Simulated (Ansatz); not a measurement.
Ni$_{6}$Ge$_{2}$B:
```
Ni6Ge2B
1.0
    6.13892     0.00000     0.00000
   -3.06946     5.31646     0.00000
    0.00000     0.00000     2.93572
Ni Ge B
6 2 1
Cartesian
  2.34023   4.05340   0.00000
 -0.72923   1.26306   0.00000
  1.45845   0.00000   0.00000
  1.16975   2.02607   1.46786
 -1.89971   3.29039   1.46786
  3.79941   0.00000   1.46786
  3.06946   1.77215   0.00000
  0.00000   3.54430   0.00000
  0.00000   0.00000   1.46786
```

Relaxed with r²SCAN. Special points in fractions of this cell's reciprocal vectors: Γ (0.000, 0.000, 0.000); M (0.500, 0.000, 0.000); K (0.333, 0.333, 0.000); A (0.000, 0.000, 0.500); L (0.500, 0.000, 0.500); H (0.333, 0.333, 0.500).

**Question.** List the band energies nearest the Fermi level at these points for r²SCAN (plane waves, PAW; program Ansatz).

**Answer.** In eV from the Fermi level; about four levels below and three above (degenerate sets whole), none deeper than 8.9 eV; points with the same levels are listed once.

```json
[
 {"k": "Γ", "below": "-0.64 -0.64 -0.58 -0.57 -0.57", "above": "3.22 4.00 4.00"},
 {"k": "M", "below": "-0.69 -0.59 -0.58 -0.29", "above": "0.60 1.48 1.97"},
 {"k": "K", "below": "-0.75 -0.65 -0.57 -0.57", "above": "1.29 1.91 1.91"},
 {"k": "A", "below": "-0.93 -0.70 -0.41 -0.41", "above": "0.22 0.22 0.62"},
 {"k": "L", "below": "-0.61 -0.59 -0.56 -0.42", "above": "1.33 1.62 2.20"},
 {"k": "H", "below": "-0.68 -0.65 -0.49 -0.49", "above": "1.60 2.25 2.25"}
]
```

Space group P-62m. The first step of the workflow began from a Materials Project structure, measured or hypothetical; the Crystallography Open Database copy checked does not list it. Whether it is the stable phase at ambient conditions was not checked. The cell was relaxed with r²SCAN under the symmetry of its start; its stability against distortions is not shown here. The run is not spin-polarised. Scalar-relativistic: spin–orbit coupling is off unless named, which matters more the heavier the elements.

Potentials: the earlier of the program's two PAW sets.
